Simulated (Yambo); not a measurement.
BaTiO3 (cubic perovskite, space group Pm-3m, No. 221): the exchange self-energy on PBEsol orbitals (Yambo, 4×4×4 mesh) holds the Coulomb divergence, which is integrated with random points (RandQpts).

```
random points  exchange-only gap R → Γ (eV)  shift of the valence edge (eV)  gap against the reference (meV)
-------------  ----------------------------  ------------------------------  -------------------------------
1,000                                 14.06                           -4.97                              -82
10,000                                13.99                           -4.88                             -156
100,000                               14.16                           -5.12                               22
1,000,000                             14.15                           -5.10                                6
5,000,000                             14.14                           -5.09                        reference
```

From 1,000,000 points on, the gap stays within 20 meV of the run with most points. The error is statistical; each row is a single draw, so the rows fix no rate of convergence.

Geometry of the Materials Project entry, not relaxed at this level; primitive cell a = b = c = 4.0077 Å, α = β = γ = 90.00°.

This is not the ordinary phase of the substance.

A shift is the quasiparticle energy of the state minus its PBEsol energy.
